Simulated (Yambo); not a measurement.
**Sr₂MoZnO₆: sweep of GW parameters**

G0W0@PBEsol for Sr$_{2}$MoZnO$_{6}$ (space group Fm-3m, No. 225) in Yambo. Reference settings: 2×2×2 Γ-centred k mesh, bands 6 to 209 and a 7 Ry block in the screening, 209 bands in G with the Bruneval-Gonze terminator, plasmon pole fitted at 27.2 eV. The PBEsol gap L → X on this mesh is 2.04 eV; G0W0 gaps are taken between the same points.

```json
[
 {"change from the reference": "reference settings", "G0W0 gap L → X (eV)": "3.70", "shift of the valence edge (eV)": "-0.58", "rough Yambo cost": "1"},
 {"change from the reference": "69 bands in W, 69 bands in G", "G0W0 gap L → X (eV)": "4.26", "shift of the valence edge (eV)": "-0.65", "rough Yambo cost": "about 1/3"},
 {"change from the reference": "127 bands in W, 127 bands in G", "G0W0 gap L → X (eV)": "3.84", "shift of the valence edge (eV)": "-0.53", "rough Yambo cost": "about 1/2"},
 {"change from the reference": "168 bands in W, 168 bands in G", "G0W0 gap L → X (eV)": "3.75", "shift of the valence edge (eV)": "-0.57", "rough Yambo cost": "within a factor of two"},
 {"change from the reference": "wavefunctions cut at 10 Ry", "G0W0 gap L → X (eV)": "3.47", "shift of the valence edge (eV)": "0.03", "rough Yambo cost": "about 1/3"},
 {"change from the reference": "wavefunctions cut at 50 Ry", "G0W0 gap L → X (eV)": "3.69", "shift of the valence edge (eV)": "-0.57", "rough Yambo cost": "about 1/2"},
 {"change from the reference": "exchange cut at 40 Ry", "G0W0 gap L → X (eV)": "3.44", "shift of the valence edge (eV)": "-0.28", "rough Yambo cost": "–"},
 {"change from the reference": "69 bands in W, 69 bands in G, 2 Ry block", "G0W0 gap L → X (eV)": "4.59", "shift of the valence edge (eV)": "-0.89", "rough Yambo cost": "about 1/5"},
 {"change from the reference": "69 bands in W, 69 bands in G, 3 Ry block", "G0W0 gap L → X (eV)": "4.45", "shift of the valence edge (eV)": "-0.78", "rough Yambo cost": "about 1/5"},
 {"change from the reference": "92 bands in W, 92 bands in G, 3 Ry block", "G0W0 gap L → X (eV)": "4.20", "shift of the valence edge (eV)": "-0.70", "rough Yambo cost": "about 1/4"},
 {"change from the reference": "92 bands in W, 92 bands in G, 2 Ry block", "G0W0 gap L → X (eV)": "4.35", "shift of the valence edge (eV)": "-0.82", "rough Yambo cost": "about 1/3"},
 {"change from the reference": "4 Ry block", "G0W0 gap L → X (eV)": "3.78", "shift of the valence edge (eV)": "-0.59", "rough Yambo cost": "within a factor of two"},
 {"change from the reference": "69 bands in W, 69 bands in G, 3 Ry block, no terminator", "G0W0 gap L → X (eV)": "4.61", "shift of the valence edge (eV)": "-0.53", "rough Yambo cost": "about 1/5"},
 {"change from the reference": "127 bands in W, 127 bands in G, 3 Ry block, no terminator", "G0W0 gap L → X (eV)": "4.12", "shift of the valence edge (eV)": "-0.47", "rough Yambo cost": "about 1/3"},
 {"change from the reference": "3 Ry block, no terminator", "G0W0 gap L → X (eV)": "3.95", "shift of the valence edge (eV)": "-0.57", "rough Yambo cost": "within a factor of two"}
]
```

The reference isn't shown to be the converged limit. Costs are rough (shared machines), scaled to the same edge states, and given only for runs that recompute the screening. In the run with 209 bands and a 7 Ry block, which covers more k points, the smallest G0W0 gap is 3.59 eV, X → X.

Spin-orbit splittings are left out.

Geometry of the Materials Project entry, not relaxed at this level; primitive cell a = b = c = 5.690 Å, α = β = γ = 60.00°.

A shift is the quasiparticle energy of the state minus its PBEsol energy.
